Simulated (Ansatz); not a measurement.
Polymorphs of GaP, each relaxed with HSE06 (plane waves, PAW; program Ansatz):

A: zinc blende (F-43m)
a = 5.465 Å, b = 5.465 Å, c = 5.465 Å, α = 90.00°, β = 90.00°, γ = 90.00°

```csv
atom,site,symmetry,x,y,z
P,4c,-43m,0.2500,0.2500,0.2500
Ga,4a,-43m,0.0000,0.0000,0.0000
```

B: P6_222
a = b = 3.864 Å, c = 8.514 Å, α = β = 90.00°, γ = 120.00°

| atom | site | symmetry | x | y | z |
|---|---|---|---|---|---|
| Ga | 3c | 222 | 0.5000 | 0.0000 | 0.0000 |
| P | 3d | 222 | 0.5000 | 0.0000 | 0.5000 |

C: R-3m
a = b = 3.854 Å, c = 19.170 Å, α = β = 90.00°, γ = 120.00°

```csv
atom,site,symmetry,x,y,z
Ga,6c,3m,0.0000,0.0000,0.4355
P,6c,3m,0.0000,0.0000,0.0573
```

Put the candidates in order of energy per atom at 0 K, lowest first, for HSE06.

A (+0 meV/atom), C (+154 meV/atom), B (+249 meV/atom)

Give each one's gap.

A 2.27 eV; B 0.95 eV; C 1.44 eV.

Constructed cells (a structure type filled with these elements, in neither database checked): B. Not the usual ambient phase: B; C. All cells were relaxed under the symmetry of their starts (and spin orders); stability against distortions was not tested throughout. Spin–orbit coupling is left out wherever it is not named.

Potentials: the later of the program's two PAW sets.
